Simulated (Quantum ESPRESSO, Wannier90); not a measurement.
Tight-binding from DFT: ZrGa$_{3}$ (I4/mmm)

Structure: Materials Project mp-30685, symmetrised, not relaxed again. COD (Crystallography Open Database) has an entry of this formula and space group (matched by these alone). Method: PBEsol plane waves in Quantum ESPRESSO 7.5 (PseudoDojo norm-conserving files, 64 Ry, no spin polarisation, no spin-orbit coupling), Bloch states on a 6×6×6 mesh through Γ, Wannier90 4.0.1. Density: 12×12×12 mesh, cold smearing 0.01 Ry.

On the energy scale of pw.x, whose zero is arbitrary, the Fermi level lies at 13.71 eV.

Input w.win:

```
num_bands = 15
num_wann = 15
exclude_bands = 1-4,20-52
num_iter = 1000
conv_tol = 1.0e-6
conv_window = 4
write_hr = true
write_u_matrices = true
auto_projections = true
begin unit_cell_cart
ang
    3.8861500000    0.0000000000    0.0000000000
    0.0000000000    3.8861500000    0.0000000000
   -1.9430750000   -1.9430750000    4.5503100000
end unit_cell_cart
begin atoms_frac
Zr   0.0000000000  0.0000000000  0.0000000000
Ga  -0.2500000000  0.2500000000  0.5000000000
Ga   0.2500000000 -0.2500000000  0.5000000000
Ga   0.5000000000  0.5000000000  0.0000000000
end atoms_frac
mp_grid = 6 6 6
begin kpoints
0.0000000000 0.0000000000 0.0000000000
0.0000000000 0.0000000000 0.1666666667
0.0000000000 0.0000000000 0.3333333333
... (213 more lines: the 6x6x6 mesh through Gamma)
end kpoints
```

Input of pw2wannier90.x that gives the overlap and projection files (equivalent; here they were cut from one run over all bands):

```
&inputpp
  outdir = './out'
  prefix = 'pwscf'
  seedname = 'w'
  write_amn = .true.
  write_mmn = .true.
  atom_proj = .true.
  atom_proj_exclude = 1 2 3 4 5 6 7 8 9 10 16 17 18 19 25 26 27 28 34 35 36 37
/
```

Output w.wout (banner and timings cut):

```
                                    ------
                                    SYSTEM
                                    ------

                              Lattice Vectors (Ang)
                    a_1     3.886150   0.000000   0.000000
                    a_2     0.000000   3.886150   0.000000
                    a_3    -1.943075  -1.943075   4.550310

                   Unit Cell Volume:      68.71952  (Ang^3)

                        Reciprocal-Space Vectors (Ang^-1)
                    b_1     1.616815  -0.000000   0.690413
                    b_2    -0.000000   1.616815   0.690413
                    b_3     0.000000   0.000000   1.380826

 *----------------------------------------------------------------------------*
 |   Site       Fractional Coordinate          Cartesian Coordinate (Ang)     |
 +----------------------------------------------------------------------------+
 | zr   1   0.00000   0.00000   0.00000   |    0.00000   0.00000   0.00000    |
 | ga   1  -0.25000   0.25000   0.50000   |   -1.94308   0.00000   2.27515    |
 | ga   2   0.25000  -0.25000   0.50000   |    0.00000  -1.94308   2.27515    |
 | ga   3   0.50000   0.50000   0.00000   |    1.94308   1.94308   0.00000    |
 *----------------------------------------------------------------------------*
                                ------------
                                K-POINT GRID
                                ------------

             Grid size =  6 x  6 x  6      Total points =  216

 *---------------------------------- MAIN ------------------------------------*
 |  Number of Wannier Functions               :                15             |
 |  Number of Objective Wannier Functions     :                15             |
 |  Number of input Bloch states              :                15             |
 |  Output verbosity (1=low, 5=high)          :                 1             |
 |  Timing Level (1=low, 5=high)              :                 1             |
 |  Optimisation (0=memory, 3=speed)          :                 3             |
 |  Length Unit                               :               Ang             |
 |  Post-processing setup (write *.nnkp)      :                 F             |
 |  Using Gamma-only branch of algorithms     :                 F             |
 *----------------------------------------------------------------------------*
 *------------------------------- WANNIERISE ---------------------------------*
 |  Total number of iterations                :              1000             |
 |  Number of CG steps before reset           :                 5             |
 |  Trial step length for line search         :             2.000             |
 |  Convergence tolerence                     :         0.100E-05             |
 |  Convergence window                        :                 4             |
 |  Iterations between writing output         :                 1             |
 |  Iterations between backing up to disk     :               100             |
 |  Write r^2_nm to file                      :                 F             |
 |  Write xyz WF centres to file              :                 F             |
 |  Write on-site energies <0n|H|0n> to file  :                 F             |
 |  Use guiding centre to control phases      :                 F             |
 |  Use phases for initial projections        :                 F             |
 *----------------------------------------------------------------------------*
 *-------------------------------- PLOTTING ----------------------------------*
 |  Plotting Hamiltonian in WF basis          :                 T             |
 *----------------------------------------------------------------------------*

 *---------------------------------- K-MESH ----------------------------------*
 +----------------------------------------------------------------------------+
 |                    Distance to Nearest-Neighbour Shells                    |
 |                    ------------------------------------                    |
 |          Shell             Distance (Ang^-1)          Multiplicity         |
 |          -----             -----------------          ------------         |
 |             1                   0.230138                      2            |
 |             2                   0.293009                      8            |
 |             3                   0.381087                      4            |
 |             4                   0.437928                      8            |
 |             5                   0.445186                      8            |
 |             6                   0.460275                      2            |
 |             7                   0.538938                      4            |
 |             8                   0.586019                      8            |
       ... (lines left out)
 +----------------------------------------------------------------------------+
 | The b-vectors are chosen automatically                                     |
 | The following shells are used:                       1,  2                 |
 +----------------------------------------------------------------------------+
 |                        Shell   # Nearest-Neighbours                        |
 |                        -----   --------------------                        |
 |                          1               2                                 |
 |                          2               8                                 |
 +----------------------------------------------------------------------------+
 | Completeness relation is fully satisfied [Eq. (B1), PRB 56, 12847 (1997)]  |
 +----------------------------------------------------------------------------+
 |                  b_k Vectors (Ang^-1) and Weights (Ang^2)                  |
 |                  ----------------------------------------                  |
 |            No.         b_k(x)      b_k(y)      b_k(z)        w_b           |
 |            ---        --------------------------------     --------        |
 |             1         0.000000    0.000000    0.230138     5.997614        |
 |             2         0.000000    0.000000   -0.230138     5.997614        |
 |             3         0.000000    0.269469    0.115069     3.442880        |
 |             4         0.269469    0.000000    0.115069     3.442880        |
 |             5         0.000000    0.269469   -0.115069     3.442880        |
 |             6         0.269469    0.000000   -0.115069     3.442880        |
 |             7         0.000000   -0.269469   -0.115069     3.442880        |
 |             8         0.000000   -0.269469    0.115069     3.442880        |
 |             9        -0.269469    0.000000   -0.115069     3.442880        |
 |            10        -0.269469    0.000000    0.115069     3.442880        |
 +----------------------------------------------------------------------------+
 |                           b_k Directions (Ang^-1)                          |
 |                           -----------------------                          |
 |            No.           x           y           z                         |
 |            ---        --------------------------------                     |
 |             1         0.000000    0.000000    0.230138                     |
 |             2         0.000000    0.269469    0.115069                     |
 |             3         0.269469    0.000000    0.115069                     |
 |             4         0.000000    0.269469   -0.115069                     |
 |             5         0.269469    0.000000   -0.115069                     |
 +----------------------------------------------------------------------------+

 Starting a new Wannier90 calculation ...

 Reading overlaps from w.mmn

 Reading projections from w.amn

 *------------------------------- WANNIERISE ---------------------------------*
 +--------------------------------------------------------------------+<-- CONV
 | Iter  Delta Spread     RMS Gradient      Spread (Ang^2)            |<-- CONV
 +--------------------------------------------------------------------+<-- CONV

 ------------------------------------------------------------------------------
 Initial State
  WF centre and spread    1  ( -1.943075, -0.000000,  2.275155 )     0.32948054
  WF centre and spread    2  ( -1.943075,  0.000000,  2.275206 )     0.32969455
  WF centre and spread    3  ( -1.943075, -0.000000,  2.275104 )     0.32969455
  WF centre and spread    4  ( -1.943075, -0.000000,  2.275155 )     0.32484209
  WF centre and spread    5  ( -1.943075,  0.000000,  2.275155 )     0.33464681
  WF centre and spread    6  ( -0.000000, -1.943075,  2.275155 )     0.32948054
  WF centre and spread    7  ( -0.000000, -1.943075,  2.275104 )     0.32969455
  WF centre and spread    8  (  0.000000, -1.943075,  2.275206 )     0.32969455
  WF centre and spread    9  ( -0.000000, -1.943075,  2.275155 )     0.32484209
  WF centre and spread   10  (  0.000000, -1.943075,  2.275155 )     0.33464681
  WF centre and spread   11  (  1.943075,  1.943075, -0.000000 )     0.33164355
  WF centre and spread   12  (  1.943075,  1.943075, -0.000000 )     0.33128464
  WF centre and spread   13  (  1.943075,  1.943075,  0.000000 )     0.33128464
  WF centre and spread   14  (  1.943075,  1.943075, -0.000000 )     0.32944597
  WF centre and spread   15  (  1.943075,  1.943075, -0.000000 )     0.34395017
  Sum of centres and spreads ( -0.000000, -0.000000, 22.751550 )     4.96432606

      0     0.496E+01     0.0000000000        4.9643260096  <-- CONV
        O_D=      0.0000036 O_OD=      0.0031479 O_TOT=      4.9643260 <-- SPRD
 ------------------------------------------------------------------------------
      1    -0.599E-05     0.0013932514        4.9643200234  <-- CONV
        O_D=      0.0000036 O_OD=      0.0031419 O_TOT=      4.9643200 <-- SPRD
      2    -0.151E-05     0.0008445403        4.9643185093  <-- CONV
        O_D=      0.0000036 O_OD=      0.0031404 O_TOT=      4.9643185 <-- SPRD
      3    -0.480E-06     0.0005479159        4.9643180291  <-- CONV
        O_D=      0.0000036 O_OD=      0.0031399 O_TOT=      4.9643180 <-- SPRD
      4    -0.141E-06     0.0003820500        4.9643178877  <-- CONV
        O_D=      0.0000036 O_OD=      0.0031398 O_TOT=      4.9643179 <-- SPRD
      5    -0.295E-07     0.0001735301        4.9643178582  <-- CONV
        O_D=      0.0000036 O_OD=      0.0031397 O_TOT=      4.9643179 <-- SPRD
      6    -0.111E-07     0.0000873477        4.9643178471  <-- CONV
        O_D=      0.0000036 O_OD=      0.0031397 O_TOT=      4.9643178 <-- SPRD
             <<<     Delta < 1.000E-06  over  4 iterations     >>>
             <<< Wannierisation convergence criteria satisfied >>>
 Final State
  WF centre and spread    1  ( -1.943075, -0.000000,  2.275155 )     0.32947613
  WF centre and spread    2  ( -1.943075,  0.000000,  2.275207 )     0.32969381
  WF centre and spread    3  ( -1.943075, -0.000000,  2.275103 )     0.32969381
  WF centre and spread    4  ( -1.943075, -0.000000,  2.275155 )     0.32484161
  WF centre and spread    5  ( -1.943075,  0.000000,  2.275155 )     0.33465354
  WF centre and spread    6  ( -0.000000, -1.943075,  2.275155 )     0.32947613
  WF centre and spread    7  ( -0.000000, -1.943075,  2.275103 )     0.32969381
  WF centre and spread    8  (  0.000000, -1.943075,  2.275207 )     0.32969381
  WF centre and spread    9  ( -0.000000, -1.943075,  2.275155 )     0.32484161
  WF centre and spread   10  (  0.000000, -1.943075,  2.275155 )     0.33465354
  WF centre and spread   11  (  1.943075,  1.943075, -0.000000 )     0.33164997
  WF centre and spread   12  (  1.943075,  1.943075, -0.000000 )     0.33127773
  WF centre and spread   13  (  1.943075,  1.943075,  0.000000 )     0.33127773
  WF centre and spread   14  (  1.943075,  1.943075, -0.000000 )     0.32944353
  WF centre and spread   15  (  1.943075,  1.943075, -0.000000 )     0.34395112
  Sum of centres and spreads ( -0.000000, -0.000000, 22.751550 )     4.96431790

         Spreads (Ang^2)       Omega I      =     4.961174575
        ================       Omega D      =     0.000003558
                               Omega OD     =     0.003139714
    Final Spread (Ang^2)       Omega Total  =     4.964317847
```
